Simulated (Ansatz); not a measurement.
Sr₃SnO (anti-perovskite, Pm-3m) at seven volumes, PBEsol in the plane-wave PAW code Ansatz, scaled uniformly. One row is withheld.

| V (Å³/atom) | P (GPa) |
|---|---|
| 24.027 | 5.66 |
| 24.819 | 3.46 |
| 25.611 | 1.59 |
| 26.403 | 0.00 |
| 27.195 | ? |
| 27.987 | -2.50 |
| 28.779 | -3.48 |

Problem. Fit the shown pressures and predict the withheld one.

Solution. Third-order Birch–Murnaghan: P = (3/2)B₀(x^(7/2) − x^(5/2))[1 + (3/4)(B′ − 4)(x − 1)] with x = (V₀/V)^(2/3). Least squares on the six rows gives V₀ = 26.404 Å³/atom, B₀ = 48.77 GPa, B′ = 4.38. At V = 27.195, x = 0.9805 and P = -1.35 GPa. The run itself gave -1.35 GPa.

The workflow started from an entry of the Crystallography Open Database (COD). Whether it is the stable phase at ambient conditions was not checked. The cell was relaxed with PBEsol under the symmetry of its start; its stability against distortions is not shown here. Spin–orbit coupling is left out wherever it is not named.

Potentials: the later of the program's two PAW sets.
